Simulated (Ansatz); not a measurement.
# Pt: two-dimensional strain map

Method: DFT r2SCAN, scalar-relativistic, plane waves, PAW in Ansatz. Cutoff 500 eV, Γ-centred 22×22×22 k-points, Gaussian smearing of 0.15 eV. Spin–orbit coupling is left out, which can shift energies with elements as heavy as these. No spin polarisation. Energies are free energies at this smearing, counted from the undisturbed cell; pressure is positive in compression.

The undisturbed cell (as given, not relaxed at this level; it stands at -6.5 GPa; this bcc form isn't the usual structure):

```yaml
crystal:
  lattice:
    - [-1.58422, 1.58422, 1.58422]
    - [1.58422, -1.58422, 1.58422]
    - [1.58422, 1.58422, -1.58422]
  atoms:
    - { symbol: Pt, position: [0.00000, 0.00000, 0.00000] }
```

The cell is strained by p along both x and y and by q along z, fractional coordinates fixed. Points are written (p, q).

Energy above the undisturbed cell in meV/atom (a dash: not computed):

| p \ q | -0.030 | -0.015 | 0.000 | 0.015 | 0.030 |
| --- | --- | --- | --- | --- | --- |
| -0.030 | 46.9 | 22.2 | 3.2 | -10.3 | -18.6 |
| -0.015 | 5.1 | – | -9.4 | – | -5.7 |
| 0.000 | -11.7 | -7.8 | 0.0 | 11.5 | 26.4 |
| 0.015 | -6.9 | – | 28.3 | – | 75.1 |
| 0.030 | 16.9 | – | 72.9 | – | 137.8 |

Pressure in GPa:

```
 p \ q  -0.030  -0.015  0.000  0.015  0.030
-0.030    19.8    14.5    9.6    5.0    0.9
-0.015     9.5       –    0.8      –   -6.5
 0.000     0.8    -3.0   -6.5   -9.7  -12.6
 0.015    -6.5       –  -12.6      –  -17.7
 0.030   -12.6       –  -17.7      –  -21.8
```